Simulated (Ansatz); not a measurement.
AlCo:
```
AlCo
1.0
    0.00000     2.36590     2.36590
    2.36590     0.00000     2.36590
    2.36590     2.36590     0.00000
Co Al
1 1
Direct
  0.00000   0.00000   0.00000
  0.50000   0.50000   0.50000
```

Relaxed with the program Ansatz at the PBEsol level (PAW). Indices refer to the conventional cell of Fm-3m, a = b = c = 4.7318 Å, α = β = γ = 90.00°.

Q: Simulate the powder diffraction pattern (Fe Kα, λ = 1.93735 Å; lines above 1 %) up to 2θ = 90°.

A: Simulated powder pattern, Fe Kα, λ = 1.93735 Å (kinematic, ideal powder, no thermal factors, no anomalous dispersion; the 30 strongest lines at most, above 1 %, up to 2θ = 90°):

| 2θ (°) | d (Å) | I/Imax (%) | hkl |
|---|---|---|---|
| 41.54 | 2.732 | 32 | (111) |
| 48.34 | 2.366 | 100 | (200) |
| 70.76 | 1.673 | 64 | (220) |
| 85.53 | 1.427 | 11 | (311) |

The start of the workflow was typed in or built on a structure type; neither database checked (COD, Materials Project) lists it. Whether it is the stable phase at ambient conditions was not checked. Symmetry was held in the PBEsol relaxation. At this level the phase is mechanically unstable. The workflow began spin-polarised and lost its moments. Its formation energy is positive at this level, so the cell may be metastable or incomplete.

Potentials: the earlier of the program's two PAW sets. The files were generated under PBE; for other functionals the program regenerates the frozen cores, and for LDA and PBEsol the local potential too.
